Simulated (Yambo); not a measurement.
G0W0@PBEsol for HgO (space group P3_121, No. 152) in Yambo. Reference settings: 3×3×1 Γ-centred k mesh, bands 13 to 164 and a 7 Ry block in the screening, 164 bands in G with the Bruneval-Gonze terminator, plasmon pole fitted at 27.2 eV. The PBEsol gap Γ → Γ on this mesh is 1.47 eV; G0W0 gaps are taken between the same points.

With and without the terminator, as bands are cut:

```
bands in G (in W)  gap, terminator (eV)  gap, none (eV)  valence shift, terminator (eV)  valence shift, none (eV)
-----------------  --------------------  --------------  ------------------------------  ------------------------
76 (164)                          2.540           2.621                          -0.272                     0.347
114 (164)                         2.530           2.578                          -0.279                     0.113
164 (164)                         2.534           2.576                          -0.290                    -0.061
```

Over this range the gap spans 0.010 eV with the terminator and 0.045 eV without, the valence shift 0.018 eV and 0.408 eV. Neither column has reached its limit for certain.

Spin-orbit coupling is not included.

Geometry relaxed with PBE+D3(BJ); primitive cell a = b = 3.6511 Å, c = 8.8290 Å, α = β = 90.00°, γ = 120.00°.

The structure is a Materials Project entry; no match was found in the copy of COD used, and its stability was not checked.

A shift is the quasiparticle energy of the state minus its PBEsol energy.
